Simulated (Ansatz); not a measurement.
## How much do the gradients of LaH3O3 depend on the method?

Cell: a computed structure from the Materials Project (it need not be an observed phase), atoms as given.

```cif
data_LaH3O3
_symmetry_space_group_name_H-M 'P6_3'
_symmetry_Int_Tables_number 173
_cell_length_a 6.5145
_cell_length_b 6.5145
_cell_length_c 3.8346
_cell_angle_alpha 90.000
_cell_angle_beta 90.000
_cell_angle_gamma 120.000
loop_
_atom_site_label
_atom_site_type_symbol
_atom_site_symmetry_multiplicity
_atom_site_Wyckoff_symbol
_atom_site_fract_x
_atom_site_fract_y
_atom_site_fract_z
La La 2 b 0.3333 0.6667 0.3166
H H 6 c 0.8678 0.7249 0.3495
O O 6 c 0.9195 0.6115 0.3062
```

One atom of each set is listed.

First run. The numbers come from a DFT calculation in Ansatz (PBE, plane waves and PAW, scalar-relativistic, 420 eV cutoff, Γ-centred 4×4×6 k-points, Fermi–Dirac smearing 0.02 eV).

```json
{"site": "La", "V_zz (10²¹ V/m²)": "-3.96", "η": "0.00"}
{"site": "H", "V_zz (10²¹ V/m²)": "4.47", "η": "0.01"}
{"site": "O", "V_zz (10²¹ V/m²)": "12.33", "η": "0.07"}
```

Second run. The same atoms and settings, except that spin–orbit coupling is included (fully relativistic PAW files).

(1) What does the second run give?

Results:

(1) 

| site | V_zz | η | change of V_zz |
| --- | --- | --- | --- |
| La | -3.97 | 0.00 | -0.01 |
| H | 4.47 | 0.01 | 0.00 |
| O | 12.33 | 0.07 | 0.00 |

No V_zz moves by more than 0.02.
